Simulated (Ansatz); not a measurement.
## Sensitivity of the gradients in BP with carbon replacing B to the input

This input was run with Ansatz:

```yaml
crystal:
  lattice:
    - [0.0, 6.807, 6.807]
    - [6.807, 0.0, 6.807]
    - [6.807, 6.807, 0.0]
  atoms:
    - { symbol: C, position: [0.0, 0.0, 0.0], spin: 1.0 }
    - { symbol: B, position: [0.0, 0.0, 0.3333333333] }
    - { symbol: B, position: [0.0, 0.0, 0.6666666667] }
    - { symbol: B, position: [0.0, 0.3333333333, 0.0] }
    - { symbol: B, position: [0.0, 0.3333333333, 0.3333333333] }
    - { symbol: B, position: [0.0, 0.3333333333, 0.6666666667] }
    - { symbol: B, position: [0.0, 0.6666666667, 0.0] }
    - { symbol: B, position: [0.0, 0.6666666667, 0.3333333333] }
    - { symbol: B, position: [0.0, 0.6666666667, 0.6666666667] }
    - { symbol: B, position: [0.3333333333, 0.0, 0.0] }
    - { symbol: B, position: [0.3333333333, 0.0, 0.3333333333] }
    - { symbol: B, position: [0.3333333333, 0.0, 0.6666666667] }
    - { symbol: B, position: [0.3333333333, 0.3333333333, 0.0] }
    - { symbol: B, position: [0.3333333333, 0.3333333333, 0.3333333333] }
    - { symbol: B, position: [0.3333333333, 0.3333333333, 0.6666666667] }
    - { symbol: B, position: [0.3333333333, 0.6666666667, 0.0] }
    - { symbol: B, position: [0.3333333333, 0.6666666667, 0.3333333333] }
    - { symbol: B, position: [0.3333333333, 0.6666666667, 0.6666666667] }
    - { symbol: B, position: [0.6666666667, 0.0, 0.0] }
    - { symbol: B, position: [0.6666666667, 0.0, 0.3333333333] }
    - { symbol: B, position: [0.6666666667, 0.0, 0.6666666667] }
    - { symbol: B, position: [0.6666666667, 0.3333333333, 0.0] }
    - { symbol: B, position: [0.6666666667, 0.3333333333, 0.3333333333] }
    - { symbol: B, position: [0.6666666667, 0.3333333333, 0.6666666667] }
    - { symbol: B, position: [0.6666666667, 0.6666666667, 0.0] }
    - { symbol: B, position: [0.6666666667, 0.6666666667, 0.3333333333] }
    - { symbol: B, position: [0.6666666667, 0.6666666667, 0.6666666667] }
    - { symbol: P, position: [0.0833333333, 0.0833333333, 0.0833333333] }
    - { symbol: P, position: [0.0833333333, 0.0833333333, 0.4166666667] }
    - { symbol: P, position: [0.0833333333, 0.0833333333, 0.75] }
    - { symbol: P, position: [0.0833333333, 0.4166666667, 0.0833333333] }
    - { symbol: P, position: [0.0833333333, 0.4166666667, 0.4166666667] }
    - { symbol: P, position: [0.0833333333, 0.4166666667, 0.75] }
    - { symbol: P, position: [0.0833333333, 0.75, 0.0833333333] }
    - { symbol: P, position: [0.0833333333, 0.75, 0.4166666667] }
    - { symbol: P, position: [0.0833333333, 0.75, 0.75] }
    - { symbol: P, position: [0.4166666667, 0.0833333333, 0.0833333333] }
    - { symbol: P, position: [0.4166666667, 0.0833333333, 0.4166666667] }
    - { symbol: P, position: [0.4166666667, 0.0833333333, 0.75] }
    - { symbol: P, position: [0.4166666667, 0.4166666667, 0.0833333333] }
    - { symbol: P, position: [0.4166666667, 0.4166666667, 0.4166666667] }
    - { symbol: P, position: [0.4166666667, 0.4166666667, 0.75] }
    - { symbol: P, position: [0.4166666667, 0.75, 0.0833333333] }
    - { symbol: P, position: [0.4166666667, 0.75, 0.4166666667] }
    - { symbol: P, position: [0.4166666667, 0.75, 0.75] }
    - { symbol: P, position: [0.75, 0.0833333333, 0.0833333333] }
    - { symbol: P, position: [0.75, 0.0833333333, 0.4166666667] }
    - { symbol: P, position: [0.75, 0.0833333333, 0.75] }
    - { symbol: P, position: [0.75, 0.4166666667, 0.0833333333] }
    - { symbol: P, position: [0.75, 0.4166666667, 0.4166666667] }
    - { symbol: P, position: [0.75, 0.4166666667, 0.75] }
    - { symbol: P, position: [0.75, 0.75, 0.0833333333] }
    - { symbol: P, position: [0.75, 0.75, 0.4166666667] }
    - { symbol: P, position: [0.75, 0.75, 0.75] }
magnetization:
  spin_polarized: true
kpoints:
  mp_grid: { grid: [3, 3, 3], shift: [0.5, 0.5, 0.5] }
scf:
  occupations: { method: fermi_dirac, width: 0.01 }
hamiltonian:
  xc: pbe
  pseudopotentials: { kind: paw }
output:
  forces: true
  stress: true
  populations: true
  efg: { quadrupole_moments_barn: { B: 0.04059 }, contact_densities: true }
```

It converged. Of its output the block on the nuclei alone is shown, without the SCF iterations, energies, forces and stress (one atom of each set, the first 14 sets):

```
--- PAW observables at the nuclei: V_zz in 10²¹ V/m², potentials from the cell's mean, atoms counted from 1 ---
  atom   1  C  V_zz =    +0.017012   η = 0.0000   by run symmetry: allowed
            electrostatic potential = -414.727538 V   contact ρ = 869.147032 e/Å³   contact ρ_s (e/Å³): all electrons -0.000015, valence -0.000015
  atom   2  B  V_zz =    +0.175046   η = 0.2567   by run symmetry: allowed   C_q = +0.1718 MHz
            electrostatic potential = -326.033209 V   contact ρ = 486.157003 e/Å³   contact ρ_s (e/Å³): all electrons +0.000002, valence +0.000003
  atom   3  B  V_zz =    +0.165871   η = 0.2715   by run symmetry: allowed   C_q = +0.1628 MHz
            electrostatic potential = -326.032075 V   contact ρ = 486.156011 e/Å³   contact ρ_s (e/Å³): all electrons +0.000002, valence +0.000003
  atom   5  B  V_zz =    -0.026828   η = 0.1158   by run symmetry: allowed   C_q = -0.0263 MHz
            electrostatic potential = -326.162261 V   contact ρ = 486.165870 e/Å³   contact ρ_s (e/Å³): all electrons +0.000000, valence +0.000000
  atom   6  B  V_zz =    +0.172314   η = 0.1990   by run symmetry: allowed   C_q = +0.1691 MHz
            electrostatic potential = -326.047951 V   contact ρ = 486.166560 e/Å³   contact ρ_s (e/Å³): all electrons +0.000002, valence +0.000002
  atom   9  B  V_zz =    -0.042631   η = 0.0480   by run symmetry: allowed   C_q = -0.0418 MHz
            electrostatic potential = -326.176792 V   contact ρ = 486.160693 e/Å³   contact ρ_s (e/Å³): all electrons -0.000000, valence -0.000000
  atom  15  B  V_zz =    +0.011676   η = 0.8524   by run symmetry: allowed   C_q = +0.0115 MHz
            electrostatic potential = -326.201947 V   contact ρ = 486.160622 e/Å³   contact ρ_s (e/Å³): all electrons -0.000000, valence -0.000000
  atom  28  P  V_zz =    +7.749165   η = 0.0000   by run symmetry: allowed
            electrostatic potential = -1494.720410 V   contact ρ = 16016.792620 e/Å³   contact ρ_s (e/Å³): all electrons -0.000022, valence -0.000021
  atom  29  P  V_zz =    +0.784626   η = 0.4588   by run symmetry: allowed
            electrostatic potential = -1495.464783 V   contact ρ = 16016.003506 e/Å³   contact ρ_s (e/Å³): all electrons -0.000003, valence -0.000002
  atom  30  P  V_zz =    +7.685342   η = 0.0076   by run symmetry: allowed
            electrostatic potential = -1494.745368 V   contact ρ = 16016.844478 e/Å³   contact ρ_s (e/Å³): all electrons -0.000022, valence -0.000021
  atom  32  P  V_zz =    +0.779596   η = 0.3635   by run symmetry: allowed
            electrostatic potential = -1495.479182 V   contact ρ = 16016.022632 e/Å³   contact ρ_s (e/Å³): all electrons -0.000003, valence -0.000003
  atom  33  P  V_zz =    -0.304779   η = 0.5810   by run symmetry: allowed
            electrostatic potential = -1495.572583 V   contact ρ = 16015.887497 e/Å³   contact ρ_s (e/Å³): all electrons -0.000002, valence -0.000002
  atom  36  P  V_zz =    -0.308831   η = 0.6067   by run symmetry: allowed
            electrostatic potential = -1495.568430 V   contact ρ = 16015.862192 e/Å³   contact ρ_s (e/Å³): all electrons -0.000002, valence -0.000001
  atom  41  P  V_zz =    +0.043703   η = 0.0000   by run symmetry: allowed
            electrostatic potential = -1495.621168 V   contact ρ = 16015.882760 e/Å³   contact ρ_s (e/Å³): all electrons -0.000000, valence -0.000000
```

(1) Can these gradients be trusted, and how do they compare with a run on standard settings?

## Answers

(1) They agree with the standard run. Against the standard input the change is `kpoints.mp_grid.shift`: not typed → [0.5, 0.5, 0.5]. A site carries the number of its first atom; V_zz in 10²¹ V/m².

| site | atom | V_zz standard | η standard | V_zz here | η here |
| --- | --- | --- | --- | --- | --- |
| C | 1 | 0.00 | – | 0.017 | 0.00 |
| B2 | 2 | 0.17 | 0.16 | 0.18 | 0.26 |
| B3 | 3 | 0.17 | 0.16 | 0.17 | 0.27 |
| B6 | 6 | 0.17 | 0.16 | 0.17 | 0.20 |
| P28 | 28 | 7.51 | 0.00 | 7.75 | 0.00 |
| P30 | 30 | 7.51 | 0.00 | 7.69 | 0.01 |
| P29 | 29 | 0.77 | 0.37 | 0.78 | 0.46 |
| P32 | 32 | 0.77 | 0.37 | 0.78 | 0.36 |
| P33 | 33 | -0.28 | 0.62 | -0.30 | 0.58 |
| P36 | 36 | -0.28 | 0.62 | -0.31 | 0.61 |
| P45 | 45 | -0.28 | 0.62 | -0.29 | 0.59 |
| P42 | 42 | 0.040 | 0.00 | 0.051 | 0.12 |

The largest change of V_zz along a kept axis is on P28, from 7.51 to 7.75. In per cent, |V_zz| changes by +2 to +3 on P (all sites that start above 2). The table leaves out 5 of the 17 sites, with |V_zz| up to 0.05; their tensors move by 0.01 at most along any direction. The statements above cover all sites. The absolute magnetisation of the cell goes from 0.1 to 0.0 μB. Symmetry makes η zero on P30, P42; the changed mesh lacks the crystal's symmetry, and the η that it gives there is an artefact. SCF iterations: 16 and 14. New warnings: filled band counts differ across k points, seeded moment not kept, symmetry narrowed by mesh.

On the reference run: The defect repeats with the cell of 54 atoms, so it feels its images: sites between two images don't show the values beside a lone defect, and zeros or small values of η there can come from the images' arrangement. The defect cell has no gap above 0.1 eV on its mesh, so the values can hang on the smearing and the k-mesh. The run lost most of its start moments on C; a state with other moments may lie lower. The neighbours have not yet relaxed around the defect (largest force 0.33 eV/Å), so a real crystal will differ.
